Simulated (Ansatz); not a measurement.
Nb$_{3}$B$_{4}$ (space group Immm)

```
Nb3B4
1.0
   -1.57200     1.65213     7.04647
    1.57200    -1.65213     7.04647
    1.57200     1.65213    -7.04647
Nb B
3 4
Cartesian
  1.57200   0.00000   2.60640
  0.00000   1.65213   4.44006
  0.00000   0.00000   0.00000
  0.00000   0.00000   6.14176
  0.00000   0.00000   7.95117
  1.57200   0.00000   5.18154
  0.00000   1.65213   1.86492
```

The slice is a (001) plane (indices of the conventional cell) through the point (0.436, 0.436, 0.000) (fractional), spanned by u = [011] and v = [101] in vectors of this cell: u (3.14 Å) and v (3.30 Å, at 90° to u). It covers one period; positions are fractions (u, v).

Computed with r2SCAN (plane waves to 500 eV, PAW, scalar-relativistic; Ansatz, an electronic-structure program). k mesh 15×15×15. These are valence fields of a PAW run, semicore shells included where kept as valence: close to a nucleus they are smooth pseudo fields. Nb3B4 is run without spin polarisation. Nb3B4 was relaxed with its symmetry unable to fall.

Three fields on this plane, each scaled to ten steps between its own extremes (0 low, 9 high; the total valence density on a logarithmic scale, the potential cut 8 eV below its top; x marks points blanked near nuclei; v = 0 in the bottom row):

Map A
```
|xxxxxxx99987666678999xxxxxx|
|xxxxxxx99887666678899xxxxxx|
|xxxxxxx99876655667899xxxxxx|
|xxxxxx9987655445567899xxxxx|
|xxxxx998764433334467899xxxx|
|xxxx98865432111123456889xxx|
|999988653210000001235688999|
|999876532100000000123567899|
|888765321000000000012356788|
|776643210000011000001234667|
|665432100001222210000123456|
|554321000012333321000012345|
|443321000123444432100012334|
|443211000123444432100011234|
|443321000123444432100012334|
|554321000012333321000012345|
|665432100001222210000123456|
|776643210000011000001234667|
|888765321000000000012356788|
|999876532100000000123567899|
|999988653210000001235688999|
|xxxx98865432111123456889xxx|
|xxxxx998764433334467899xxxx|
|xxxxxx9987655445567899xxxxx|
|xxxxxxx99876655667899xxxxxx|
|xxxxxxx99887666678899xxxxxx|
|xxxxxxx99987666678999xxxxxx|
|xxxxxxx99987766778999xxxxxx|
```

Map B
```
|xxxxxxx65443333334456xxxxxx|
|xxxxxxx65443333334456xxxxxx|
|xxxxxxx54433333333445xxxxxx|
|xxxxxx5543333333333455xxxxx|
|xxxxx554333322223333455xxxx|
|xxxx54433332222223333445xxx|
|555443333223333332233334455|
|443333222233333333222233334|
|222222222334455443322222222|
|111111223345666654332211111|
|111111123456777765432111111|
|000001123567888876532110000|
|000001124578999987542110000|
|000000124578999987542100000|
|000001124578999987542110000|
|000001123567888876532110000|
|111111123456777765432111111|
|111111223345666654332211111|
|222222222334455443322222222|
|443333222233333333222233334|
|555443333223333332233334455|
|xxxx54433332222223333445xxx|
|xxxxx554333322223333455xxxx|
|xxxxxx5543333333333455xxxxx|
|xxxxxxx54433333333445xxxxxx|
|xxxxxxx65443333334456xxxxxx|
|xxxxxxx65443333334456xxxxxx|
|xxxxxxx65544333344556xxxxxx|
```

Map C
```
|xxxxxxx24666666666642xxxxxx|
|xxxxxxx25666666666653xxxxxx|
|xxxxxxx45666666666654xxxxxx|
|xxxxxx2567766666677652xxxxx|
|xxxxx246666655556666642xxxx|
|xxxx34566665544556666543xxx|
|234456666544333345566665443|
|666677765432111123456777666|
|888887654310000001345678888|
|999887653100000000135678899|
|999887541000000000014578899|
|999886530000000000003568899|
|999876420000000000002467899|
|999876420000000000002467899|
|999876420000000000002467899|
|999886530000000000003568899|
|999887541000000000014578899|
|999887653100000000135678899|
|888887654310000001345678888|
|666677765432110123456777666|
|234456666544333344566665443|
|xxxx34566665544556666543xxx|
|xxxxx246666655556666642xxxx|
|xxxxxx2567766666677652xxxxx|
|xxxxxxx45666666666654xxxxxx|
|xxxxxxx35666666666652xxxxxx|
|xxxxxxx24666666666642xxxxxx|
|xxxxxxx14666655666641xxxxxx|
```

Problem. Assign the maps to these fields: electron localisation function (ELF); valence electron density; electrostatic potential energy of an electron, from the cell's mean.

Solution. A is the electron localisation function (ELF); B is the valence electron density; C is the electrostatic potential energy of an electron, from the cell's mean.
